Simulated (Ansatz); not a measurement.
Ga:
```yaml
crystal:
  lattice:
    - [2.23602, -3.79761, 0.00000]
    - [2.23602, 3.79761, 0.00000]
    - [0.00000, 0.00000, 4.52519]
  atoms:
    - { symbol: Ga, position: [0.65602, 0.34398, 0.41536] }
    - { symbol: Ga, position: [0.34398, 0.65602, 0.58464] }
    - { symbol: Ga, position: [0.84398, 0.15602, 0.91536] }
    - { symbol: Ga, position: [0.15602, 0.84398, 0.08464] }
```

Relaxed with r²SCAN.

Question: Decompose the optical modes at the zone centre into irreducible representations, and say which are infrared and Raman allowed.

Answer: Point group mmm: Γ_opt = 2Ag + Au + B1g + B1u + B2g + B2u + 2B3g. Infrared: B1u, B2u. Raman: Ag, B1g, B2g, B3g.

Question: Assign frequencies (DFPT, the program Ansatz at the r²SCAN level (PAW)).

Answer: B1g 59, Ag 100, B1u 101, Au 108, B3g 155, B2u 185, B2g 191, B3g 215, Ag 240 cm⁻¹.

Subscripts of B labels follow the axes of the standard setting.

Space group Cmce (α-Ga). The r²SCAN relaxation kept the symmetry of its start; of distortions, only those at the zone centre were tested. As this level gives no gap, phonon frequencies hold no LO–TO term and depend on the k-mesh and smearing (Fermi–Dirac, 0.1 eV here).

Potentials: the later of the program's two PAW sets.
